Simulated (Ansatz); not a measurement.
HfO₂:
```
CELL_PARAMETERS angstrom
      5.04735     0.00000     0.00000
      0.00000     5.13989     0.00000
     -0.86825     0.00000     5.14320
ATOMIC_POSITIONS crystal
  Hf 0.27778 0.04275 0.20833
  Hf 0.72222 0.54275 0.29167
  Hf 0.72222 0.95725 0.79167
  Hf 0.27778 0.45725 0.70833
  O  0.07287 0.34079 0.33781
  O  0.92713 0.84079 0.16219
  O  0.92713 0.65921 0.66219
  O  0.07287 0.15921 0.83781
  O  0.44627 0.75850 0.48127
  O  0.55373 0.25850 0.01873
  O  0.55373 0.24150 0.51873
  O  0.44627 0.74150 0.98127
```

This is the LDA-relaxed structure. Tensor components refer to the Cartesian frame of this cell.

Question: All from plane-wave PAW LDA (Ansatz code), unless another level is named. Estimate the Young's modulus.

Answer: 271 GPa.

Question: What about the elastic constants (relaxed ions, GPa)?

Answer: C11 = 336, C22 = 453, C33 = 275, C12 = 184, C13 = 98.5, C23 = 166, C44 = 103, C55 = 100, C66 = 152, C15 = 52.4, C25 = -9.0, C35 = 21.1, C46 = -10.3.

Space group P2_1/c. Symmetry was held in the LDA relaxation; of distortions, only those at the zone centre were tested. No spin polarisation was allowed. Scalar-relativistic: spin–orbit coupling is off unless named, which matters more the heavier the elements.

Potentials: the later of the program's two PAW sets.
